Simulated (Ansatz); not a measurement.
In the program Ansatz at the PBE level (PAW), GaSb in the NiAs type structure (P6_3/mmc) relaxes to a = 3.947 Å, c = 7.257 Å. Ga has 6 nearest neighbours from 2.91 Å (octahedral); Sb has 6 nearest neighbours from 2.91 Å (trigonal prismatic). Its formation energy from the elements is 0.058 eV/atom, with no fitted shifts.

Electronic character: metallic (no gap).

The bulk modulus is 52.9 GPa.

The start of the workflow was typed in or built on a structure type; neither database checked (COD, Materials Project) lists it. It is not the phase usual at ambient conditions (space group No. 216). The cell was relaxed with PBE under the symmetry of its start; its stability against distortions is not shown here. The references are the lowest solids computed at this level, not always the standard phases. Spin–orbit coupling is left out wherever it is not named.

Potentials: the earlier of the program's two PAW sets.
